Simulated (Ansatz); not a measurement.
Given:

Ir:
```cif
data_Ir8
_chemical_formula_sum 'Ir8'
_space_group_name_H-M_alt 'Fd-3m :1'
_space_group_IT_number 227
_space_group_name_Hall 'F 4d 2 3 -1d'
_cell_length_a 5.52626
_cell_length_b 5.52626
_cell_length_c 5.52626
_cell_angle_alpha 90.000
_cell_angle_beta 90.000
_cell_angle_gamma 90.000
loop_
_atom_site_label
_atom_site_type_symbol
_atom_site_symmetry_multiplicity
_atom_site_Wyckoff_symbol
_atom_site_fract_x
_atom_site_fract_y
_atom_site_fract_z
_atom_site_occupancy
Ir1 Ir 8 b 0.50000 0.50000 0.50000 1
```
(The calculation used a cell of 2 atoms; values per cell refer to that cell.)

This is the r²SCAN-relaxed structure.

All from plane-wave PAW r²SCAN (Ansatz code), unless another level is named. Predict the bulk modulus (Birch–Murnaghan fit).

2030 kbar.

What about the elastic constants (relaxed ions, GPa)?

C11 = 204, C12 = 202, C44 = 53.8.

The start of the workflow was typed in or built on a structure type; neither database checked (COD, Materials Project) lists it. It is not the phase usual at ambient conditions (space group No. 225). The r²SCAN relaxation kept the symmetry of its start; its stability against distortions is not shown here. No spin polarisation was allowed. As this level gives no gap, shear constants depend on the k-mesh and smearing (Fermi–Dirac, 0.1 eV here). Scalar-relativistic: spin–orbit coupling is off unless named, which matters more the heavier the elements.

Potentials: the earlier of the program's two PAW sets.
